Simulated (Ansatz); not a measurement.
The start is a generated cell, Nb built in the AFLOW prototype A_hP3_152_a (A8, as in Se). The cell and all atomic positions are relaxed at zero pressure with PBEsol (plane waves to 420 eV, PAW, scalar-relativistic; Ansatz, a program for electronic structure). The first steps use a coarse 10×10×8 k-mesh.

Input geometry:
```
CELL_PARAMETERS angstrom
      3.79981     0.00000     0.00000
     -1.89990     3.29073     0.00000
      0.00000     0.00000     4.31101
ATOMIC_POSITIONS crystal
  Nb 0.22540 0.00000 0.83333
  Nb 0.00000 0.22540 0.16667
  Nb 0.77460 0.77460 0.50000
```

Question: Does the structure survive the relaxation? Give the final space group.

Answer: The space group goes from P3₁21 (No. 152) to Im-3m (No. 229); the end is bcc (W type), with 1 atom in the primitive cell.

Question: By how much does the energy per atom fall from start to end?

Answer: About 2.4 eV/atom.

Question: How does the volume per atom move from start to end?

Answer: -2.6 %, from 17.97 to 17.50 Å³/atom.

Question: How do the shortest distances between atoms change?

Answer: The closest pairs of elements (up to four, under 3.6 Å), start → end: Nb–Nb 2.07 → 2.83 Å.

Final values are on a 20×20×20 k-mesh of the relaxed cell. The start holds a very short contact (Nb–Nb 2.07 Å). No spin polarisation in the result.

The run could not lose the symmetry of its start.
